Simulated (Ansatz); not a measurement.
A geometry of P away from equilibrium: the start of the relaxation of a relaxed P cell displaced along its unstable phonon at q = (½, 0, 0) of its primitive reciprocal cell (130i cm⁻¹), largest move 0.15 Å. Computed with PBE (plane waves to 420 eV, PAW, scalar-relativistic; Ansatz, a quantum-chemistry and plane-wave program). Γ-centred k-mesh 11×11×10 on the run's cell (coarser than for final values), Fermi–Dirac smearing 0.05 eV.

```xyz
4
Lattice="6.5989 0.0000 0.0000 -1.6497 2.8574 0.0000 0.0000 0.0000 3.2153" Properties=species:S:1:pos:R:3:forces:R:3 pbc="T T T" free_energy=-3021.124 pressure_GPa=3.0
P      0.0000     1.9049     0.6538   -0.1943   -0.1122    0.2647
P      3.2994     1.9049     0.9538   -0.1943   -0.1122   -0.2647
P      1.6497     0.9525     2.5615    0.1943    0.1122   -0.2647
P      4.9492     0.9525     2.2615    0.1943    0.1122    0.2647
```

Positions in Å, forces in eV/Å, free energy of the cell in eV (comparable only within this code, potentials and settings). Largest force: 0.35 eV/Å, on P1, P2, P3, P4 (atoms numbered as listed); the geometry lies 0.01 eV/atom above the end of its relaxation.

No spin polarisation in the result.

The run could not lose the symmetry of its start, so the end can be a saddle point.

The end of the path is a generated cell of P: the first start was made by placing the elements on the sites of a structure type, and the end was not matched to a known phase here, so it may be hypothetical. Known forms of P include space group No. 64.
